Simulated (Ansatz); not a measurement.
Sb:
```
CELL_PARAMETERS angstrom
      2.17248     1.25428     1.77309
     -2.17248     1.25428     1.77309
      0.00000    -2.50856     1.77309
ATOMIC_POSITIONS crystal
  Sb 0.00000 0.00000 0.00000
```

Relaxed with r²SCAN+D4. Special points in fractions of this cell's reciprocal vectors: Γ (0.000, 0.000, 0.000); L (0.500, 0.000, 0.000); T (0.500, -0.500, 0.500); P0 (0.500, -0.500, 0.500); P2 (0.500, 0.500, 0.500); F (0.500, -0.500, 0.000).

Q: List the band energies nearest the Fermi level at these points for plane-wave PAW r²SCAN+D4 with spin–orbit coupling (Ansatz code).

A: In eV from the Fermi level; about four levels below and three above (degenerate sets whole), none deeper than 8.9 eV; points with the same levels are listed once.

```csv
k,below,above
Γ,–,2.99 2.99 3.90 3.90 3.90 3.90
L,-5.99 -5.99,5.44 5.44 6.21 6.21
T,-1.53 -1.53 -1.52 -1.52,5.26 5.26 5.26 5.26
F,-4.05 -4.05 -3.62 -3.62,2.47 2.47 8.16 8.16
```

Space group Pm-3m (simple cubic). The workflow started from a Materials Project entry (that database holds measured and hypothetical structures alike); the Crystallography Open Database files this formula in space group No. 221, but the cells were not matched. It is not the phase usual at ambient conditions (space group No. 166). The cell was relaxed with r²SCAN+D4 under the symmetry of its start; its stability against distortions is not shown here. Point labels and valley counts follow the cell and symmetry of the run, lower than the named group.

Potentials: the later of the program's two PAW sets.
